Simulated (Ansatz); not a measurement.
InP in the zincblende structure, relaxed with r2SCAN: 9 runs in Ansatz 0.2.0, each a construction of maximally localised Wannier functions. It is cubic, F-43m (No. 216); a = 5.908 Å in the conventional setting, 25.77 Å³ an atom. Around In lie 4 P at 2.56 Å; around P lie 4 In at 2.56 Å. Calculated for a static, non-magnetic cell.

```
CELL_PARAMETERS angstrom
0.00000 2.95379 2.95379
2.95379 0.00000 2.95379
2.95379 2.95379 0.00000
ATOMIC_POSITIONS crystal
In 0.00000 0.00000 0.00000
P 0.25000 0.25000 0.25000
```

Windows count from the top of the filled bands; a dash means that no such window was set (without an outer window there is no disentanglement). Rows marked drawn have settings drawn at random (some not listed).

| functional | SCF mesh | trial orbitals | functions | mesh | window (eV) | frozen (eV) | settings | Ω total (Å²) | Ω invariant (Å²) | largest spread (Å²) | least projectability | interpolation miss of the model's filled bands (eV, to the nearest computed level) |
| --- | --- | --- | --- | --- | --- | --- | --- | --- | --- | --- | --- | --- |
| PBE | 6×6×6 | P s, P p | 4 | 6×6×6 | – | – | chosen | 8.63 | 7.98 | 2.16 | 0.75 | 0.234 |
| PBE | 6×6×6 | P s, P p | 4 | 4×4×4 | – | – | chosen | 7.51 | 6.85 | 1.88 | 0.77 | 0.437 |
| PBE | 6×6×6 | P p | 3 | 6×6×6 | – | – | chosen | 9.93 | 9.45 | 3.31 | 0.61 | 0.232 |
| r2SCAN | 6×6×6 | P s, P p | 4 | 6×6×6 | – | – | chosen | 8.43 | 7.78 | 2.11 | 0.77 | 0.188 |
| r2SCAN | 6×6×6 | P p | 3 | 6×6×6 | – | – | chosen | 9.67 | 9.22 | 3.22 | 0.64 | 0.186 |
| HSE06 | 6×6×6 | P s, P p | 4 | 6×6×6 | – | – | chosen | 8.18 | 7.55 | 2.04 | 0.78 | – |
| PBE | 6×6×6 | P p | 3 | 4×4×4 | – | – | drawn | 8.58 | 8.14 | 2.86 | 0.60 | 0.426 |
| PBE | 6×6×6 | P s, P p, In d | 9 | 6×6×6 | – | – | drawn | 10.45 | 9.64 | 2.00 | 0.75 | 0.235 |
| PBE | 6×6×6 | P s, P p, In s, In p | 8 | 6×6×6 | -24.7 to +10.1 | – | drawn | 19.44 | 16.48 | 3.02 | 0.66 | 0.038 |

1 of the rows take their functions from a window without a frozen part or with a poor projection: such a subspace needn't follow the bands named, so its spread can't be set beside the others.

A dash in the last column means that the miss wasn't evaluated.

For P s, P p with PBE the spread goes 7.51 Å² (4×4×4), 8.63 Å² (6×6×6): finite differences on a coarse mesh understate it.

Spin-orbit coupling is left out.
